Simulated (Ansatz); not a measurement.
Method: DFT PBE, scalar-relativistic, plane waves, PAW (Ansatz 0.2.0). Settings: cutoff 420 eV, Γ-centred meshes spaced at most about 0.3 Å⁻¹, and about 0.25 Å⁻¹ or finer for metals (2π included), Gaussian smearing. No spin polarisation in the final relaxations.

All energies are static (0 K, no zero-point motion). All come from trial cells, and lower structures may exist.

Task: Which of these relaxed structures of Sn₂GeP₂ is the lowest in energy?
A. Space group I4/mmm (No. 139), tetragonal, a = 5.140 Å, c = 8.857 Å. Sn is surrounded by 4 P at 2.69 Å, 1 Sn at 2.85 Å and 1 Ge at 3.00 Å; around Ge lie 2 Sn at 3.00 Å and 8 P at 3.39 Å; P is surrounded by 4 Sn at 2.69 Å and 4 Ge at 3.39 Å.
B. Space group I4/mmm (No. 139), tetragonal, a = 5.539 Å, c = 7.496 Å. Sn is surrounded by 2 Ge at 2.77 Å and 4 P at 2.99 Å; Ge is surrounded by 2 P at 2.62 Å and 4 Sn at 2.77 Å; P is surrounded by 1 P at 2.26 Å, 1 Ge at 2.62 Å and 4 Sn at 2.99 Å.
C. Space group P-3m1 (No. 164), trigonal, a = 3.858 Å, c = 8.760 Å. Around Sn lie 3 P at 2.71 Å; Ge has 6 P at 2.69 Å; around P lie 3 Ge at 2.69 Å and 3 Sn at 2.71 Å.
D. Space group I4/mmm (No. 139), tetragonal, a = 5.364 Å, c = 7.707 Å. Sn is surrounded by 4 P at 2.80 Å and 4 Ge at 3.30 Å; around Ge lie 2 P at 2.73 Å; P has 1 P at 2.26 Å, 1 Ge at 2.73 Å and 4 Sn at 2.80 Å.

Result: C. It has space group P-3m1 (No. 164); the next, D, with space group I4/mmm (No. 139), lies 198 meV/atom higher. Counting Ge or P atoms around Sn (for each partner element, those within 1.25 times its shortest distance or 1.15 times the sum of covalent radii, where it is the nearest in units of that sum or under 1.3), the lowest has Sn 3 and the next has Sn 8. The next holds P–P pairs (shortest 2.26 Å); in the lowest the shortest P–P distance is 3.74 Å. Even the lowest lies +0.05 eV/atom against the elements.

Cells relaxed within their symmetry can be saddle points. Some candidate types were left out of the draw beforehand, so a known form may be missing.
